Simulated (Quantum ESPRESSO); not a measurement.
Band energies of SrWN3

```
SrWN3
1.0
    3.67424     0.00000     0.00000
   -0.11313     6.35345     0.00000
   -0.74604    -2.29102     6.19646
N Sr W
6 2 2
Direct
  0.03738   0.48738   0.31318
  0.61516   0.75717   0.57266
  0.48362   0.72023   0.03361
  0.91864   0.87287   0.73658
  0.53658   0.24706   0.53079
  0.49058   0.19301   0.05622
  0.03249   0.91779   0.35987
  0.96816   0.38698   0.88977
  0.52153   0.41757   0.36584
  0.44427   0.89505   0.87177
```

PBEsol (Quantum ESPRESSO, PseudoDojo norm-conserving, 84 Ry, without SOC); path XΓY,LΓZ,NΓM,RΓ; energies in eV from the valence-band maximum.

```
k (1/Å)  point  band 35  band 36  band 37  band 38  band 39  band 40  band 41  band 42
-------  -----  -------  -------  -------  -------  -------  -------  -------  -------
0.00         X    -2.36    -1.83    -1.27    -0.90    -0.31     1.97     3.01     3.23
0.22              -2.23    -1.79    -1.11    -0.84    -0.19     2.12     2.76     3.30
0.43              -1.86    -1.59    -1.02    -0.73    -0.15     1.88     2.93     3.22
0.65              -1.61    -1.39    -1.08    -0.76    -0.17     1.38     2.51     2.94
0.86         Γ    -1.46    -1.27    -1.24    -0.68    -0.15     1.12     2.34     2.86
1.13              -1.72    -1.33    -1.18    -0.75    -0.22     1.17     2.59     2.88
1.39         Y    -1.97    -1.30    -1.19    -0.81    -0.28     1.29     2.71     2.92
1.39         L    -1.67    -1.35    -1.00    -0.85    -0.26     2.04     2.82     3.28
1.59              -1.71    -1.35    -1.02    -0.82    -0.23     2.15     2.81     3.18
1.98              -1.65    -1.46    -1.16    -0.79    -0.17     1.71     2.85     3.09
2.18              -1.51    -1.32    -1.15    -0.78    -0.16     1.29     2.51     2.91
2.37         Γ    -1.46    -1.27    -1.24    -0.68    -0.15     1.12     2.34     2.86
2.77              -1.89    -1.51    -1.22    -0.90    -0.45     1.14     2.59     3.12
2.96         Z    -1.99    -1.59    -1.25    -0.96    -0.53     1.14     2.64     3.24
2.96         N    -2.15    -1.45    -0.64    -0.62    -0.07     2.01     2.09     2.67
3.13              -2.14    -1.50    -0.74    -0.57    -0.08     2.10     2.25     2.71
3.47              -1.84    -1.60    -1.06    -0.65    -0.19     2.03     2.87     3.24
3.64              -1.68    -1.47    -1.11    -0.72    -0.25     1.61     2.67     3.04
3.81              -1.56    -1.38    -1.09    -0.75    -0.20     1.26     2.44     2.89
3.98         Γ    -1.46    -1.27    -1.24    -0.68    -0.15     1.12     2.34     2.86
4.15              -1.51    -1.36    -1.24    -0.69    -0.15     1.16     2.46     2.89
4.32              -1.71    -1.54    -1.18    -0.72    -0.14     1.24     2.72     2.98
4.49         M    -1.88    -1.58    -1.14    -0.74    -0.15     1.30     2.81     3.07
4.49         R    -1.74    -1.28    -1.16    -0.99    -0.20     1.97     2.96     3.07
4.80              -1.77    -1.39    -1.05    -0.73    -0.19     2.28     2.79     3.16
4.96              -1.66    -1.44    -1.02    -0.74    -0.20     2.03     2.99     3.19
5.12              -1.56    -1.36    -1.15    -0.75    -0.19     1.61     2.72     3.02
5.43         Γ    -1.46    -1.27    -1.24    -0.68    -0.15     1.12     2.34     2.86
```

The PBEsol gap is 1.12 eV; at least one edge lies off the plotted path, at a point of the SCF mesh. The smallest direct gap is 1.27 eV.

Without spin-orbit coupling, band edges of such heavy elements can be off by tenths of an eV.

Geometry of the Materials Project entry, not relaxed at this level.

The structure is a Materials Project entry; no match was found in the copy of COD used, and its stability was not checked.
